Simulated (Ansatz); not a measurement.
BP:
```xyz
2
Lattice="2.7142 0.0000 0.0000 0.0000 2.7142 0.0000 0.0000 0.0000 2.7142" Properties=species:S:1:pos:R:3 pbc="T T T"
B      0.0000     0.0000     0.0000
P      1.3571     1.3571     1.3571
```

Relaxed with PBE. Special points in fractions of this cell's reciprocal vectors: Γ (0.000, 0.000, 0.000); X (0.000, 0.500, 0.000); M (0.500, 0.500, 0.000); R (0.500, 0.500, 0.500).

**Question.** List the band energies nearest the Fermi level at these points for the program Ansatz at the PBE level (PAW).

**Answer.** In eV from the Fermi level; about four levels below and three above (degenerate sets whole), none deeper than 8.9 eV; … stands for higher levels left out; points with the same levels are listed once.

```tsv
k	below	above
Γ	-1.08 -1.08 -1.08	2.21 4.35 4.35
X	–	2.90 2.90 3.43 3.43
M	-8.10 -8.10 -6.04	5.15 5.53 …
R	-3.77 -3.77 -3.77 -3.08 -3.08 -3.08	…
```

Space group Pm-3m (CsCl type). The cell is a constructed one: a structure type filled with these elements; neither database checked (COD, Materials Project) lists it. It is not the phase usual at ambient conditions (space group No. 216). Symmetry was held in the PBE relaxation; whether a distortion lowers the energy is not shown.

Potentials: the later of the program's two PAW sets.
